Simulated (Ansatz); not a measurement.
## Relaxation path: Au (hcp type)

DFT, PBEsol, PAW with Ansatz's default frozen-core files, scalar-relativistic (Ansatz 0.2.0); a Γ-centred 15×15×8 k mesh, Fermi–Dirac smearing of 0.05 eV, no spin polarisation. The run relaxes shape and atoms at held volume.

Command: `ansatz run input.yaml --threads 1 --pin off --max-ram 2048MiB --backend cpu --events-out ev --progress --plain --runs-dir out` It took 10 s on 1 thread of Arm Neoverse V1, with other jobs on the host, peak memory 0.32 GiB.

PAW: frozen-core files, cutoff 420 eV; forces are relaxed below 0.005 eV/Å.

Each step lists its free energy a cell above the last geometry, the pressure, the cell vectors (Å), and Cartesian positions (Å) with forces (eV/Å).

The first step:

```
step 1  dF = 40.92 meV  P = 1382 GPa
  cell 2.1595 0.0000 0.0000  -1.0798 1.8702 0.0000  0.0000 0.0000 3.6276
  Au 0.0000 1.2468 0.9069   0.0000 0.0000 0.0000
  Au 1.0798 0.6234 2.7207   0.0000 0.0000 0.0000
```

Spin–orbit coupling is left out, which matters for the heavy atoms. The PAW files were made under PBE. The structure type is held throughout; the real material can change phase at far lower pressure. At this compression frozen-core PAW has no all-electron check here.

The symmetry of the start is kept and no stability test is made, so the end need not be the stable phase.

**Question.** Where does the relaxation end, and by which steps?

**Answer.** After 3 geometries, with conventional a, b, c = 2.174, 2.174, 3.581 Å, at 7.326 Å³/atom and 1380 GPa in space group P6_3/mmc, with a shortest distance of 2.174 Å. The further steps:
```
step 2  dF = 16.22 meV  P = 1381 GPa
  cell 2.1823 0.0000 0.0000  -1.0912 1.8900 0.0000  0.0000 0.0000 3.5522
  Au 0.0000 1.2600 0.8881   0.0000 0.0000 0.0000
  Au 1.0912 0.6300 2.6642   0.0000 0.0000 0.0000
step 3  dF = 0.00 meV  P = 1380 GPa
  cell 2.1736 0.0000 0.0000  -1.0868 1.8824 0.0000  0.0000 0.0000 3.5808
  Au 0.0000 1.2549 0.8952   0.0000 0.0000 0.0000
  Au 1.0868 0.6275 2.6856   0.0000 0.0000 0.0000
step 4  dF = -0.06 meV  P = 1380 GPa  (same geometry on a basis chosen anew; earlier energies don't compare to the last digit)
  cell 2.1736 0.0000 0.0000  -1.0868 1.8824 0.0000  0.0000 0.0000 3.5808
  Au 0.0000 1.2549 0.8952   0.0000 0.0000 0.0000
  Au 1.0868 0.6275 2.6856   0.0000 0.0000 0.0000
```
